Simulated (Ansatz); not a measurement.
# 7 guesses for MoH5 and where they end

Computed with DFT PBE, scalar-relativistic, plane waves, PAW (Ansatz). Settings: cutoff 420 eV, Γ-centred meshes spaced at most about 0.3 Å⁻¹, and about 0.25 Å⁻¹ or finer for metals (2π included), Gaussian smearing. No spin polarisation in the final relaxations.

Each guess was relaxed in cell and atoms at zero pressure, within the symmetry of its start. All energies are static (0 K, no zero-point motion). Coordination counts H atoms around Mo (those within 1.25 times the shortest such distance or 1.15 times the sum of covalent radii, 1.27 where that leaves under three; a plus sign parts nearer from farther groups).

```tsv
guess	made from	start group	V start (Å³/atom)	end group	V end (Å³/atom)	coordination at the end	gap on mesh (eV)	E over the lowest end (meV/atom)
1	Hf5Pb type	P4/mmm	10.0	P4/mmm	5.9	Mo 2+8	0	21
2	random cell	P4/mmm	9.3	P4/mmm	5.3	Mo 2+16	0	124
3	random cell	P4/mmm	5.8	P4/mmm	5.5	Mo 2	0	444
4	random cell	P4mm	11.4	P4mm	9.8	Mo 1	0	68
5	ErCu5 type	F-43m	9.2	?	?	?	?	?
6	ErNi5 type	P6/mmm	10.2	P6/mmm (CaCu5)	4.8	Mo 6+12	0	0
7	random cell	P6/mmm	9.7	P6/mmm	6.3	Mo 2	0	352
```

Guess 5 as it starts:

```cif
data_structure
_symmetry_space_group_name_H-M 'P 1'
_symmetry_Int_Tables_number 1
_cell_length_a 4.2721
_cell_length_b 4.2721
_cell_length_c 4.2721
_cell_angle_alpha 60.000
_cell_angle_beta 60.000
_cell_angle_gamma 60.000
_cell_volume 55.13
loop_
_atom_site_label
_atom_site_type_symbol
_atom_site_fract_x
_atom_site_fract_y
_atom_site_fract_z
_atom_site_occupancy
H1 H 0.12500 0.62500 0.62500 1
H2 H 0.62500 0.62500 0.62500 1
H3 H 0.62500 0.12500 0.62500 1
H4 H 0.62500 0.62500 0.12500 1
H5 H 0.25000 0.25000 0.25000 1
Mo1 Mo 0.00000 0.00000 0.00000 1
```

Question: Fill in the missing row: what does this guess relax into, and where does it rank?

Answer: It ends in space group F-43m (No. 216), with a = 4.878 Å, 4.8 Å³/atom and no gap. It lies 5 meV/atom over the lowest end, within the noise of guess 6 and below guess 1. Counting H atoms around Mo, this end has Mo 16 and the lowest (guess 6) has Mo 6+12.

Space group F-43m (No. 216). a = 4.878 Å, b = 4.878 Å, c = 4.878 Å, α = 90.00°, β = 90.00°, γ = 90.00°
```csv
atom,site,symmetry,x,y,z
H,16e,.3m,0.1274,0.3726,0.1274
H,4d,-43m,0.2500,0.2500,0.7500
Mo,4a,-43m,0.0000,0.0000,0.0000
```

The zero of energy is the elements' standard structures at the same level (H₂ as a molecule); no fitted shifts are applied.

Question: Is the lowest end bound against the elements?

Answer: No: its formation energy is +0.63 eV/atom. The separate elements lie lower, so it is unstable against them.

For metals, differences of a few meV/atom aren't resolved. Weakly bound directions are ill-defined at this level, which has no dispersion term (P4mm), and this can change margins and order among such cells. A magnetic state wasn't ruled out in cells without spin, among them P4mm. With hydrogen, zero-point motion can shift formation energies by some tens of meV/atom. Cells relaxed within their symmetry can be saddle points. A lower structure may well exist outside this small set. Some candidate types were left out of the draw beforehand, so a known form may be missing.
